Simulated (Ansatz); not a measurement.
Level of theory: DFT PBE, scalar-relativistic, plane waves, PAW (Ansatz). The final run on the 8-atom cell used 420 eV, a Γ-centred 8×8×8 mesh, 0.02 eV smearing and no spin polarisation.

Formation energies are uncorrected and refer to the elements' standard structures at the same level.

Question: Propose a candidate for a tetragonal semiconductor with formula Al3GaAs4, with a gap near 1.3 eV, a formation energy near −0.45 eV/atom and a density near 3.97 g/cm³, in a cell of 8 atoms.

Answer: Al3GaAs4, space group I-42m (No. 121). Al on a site of symmetry -42m has 4 As at 2.48 Å; Al on a site of symmetry -4 is surrounded by 4 As at 2.48 Å; around Ga lie 4 As at 2.49 Å; As is surrounded by 3 Al at 2.48 Å and 1 Ga at 2.49 Å.

```
Al Ga As
1.0
    -2.86640    2.86640    5.73324
     2.86640   -2.86640    5.73324
     2.86640    2.86640   -5.73324
Al Ga As
3 1 4
Direct
  0.00000 0.00000 0.00000
  0.25000 0.75000 0.50000
  0.75000 0.25000 0.50000
  0.50000 0.50000 0.00000
  0.12382 0.12382 0.49850
  0.37469 0.87618 0.00000
  0.62531 0.62531 0.50150
  0.87618 0.37469 0.00000
```

The volume per atom is 23.55 Å³. The density is 3.97 g/cm³, the formation energy is −0.451 eV/atom and the gap on the 8×8×8 mesh of the 8-atom cell is 1.33 eV.

It was reached by relaxing an invented guess, and it needn't be the stable form of this composition. The answer needn't be unique; the calculation gave this one.

Kohn–Sham gaps at this level usually fall short of measured ones. The reference form of As is held partly by dispersion forces, which this level lacks. Symmetry constrained the relaxation, so the result can be a saddle point.
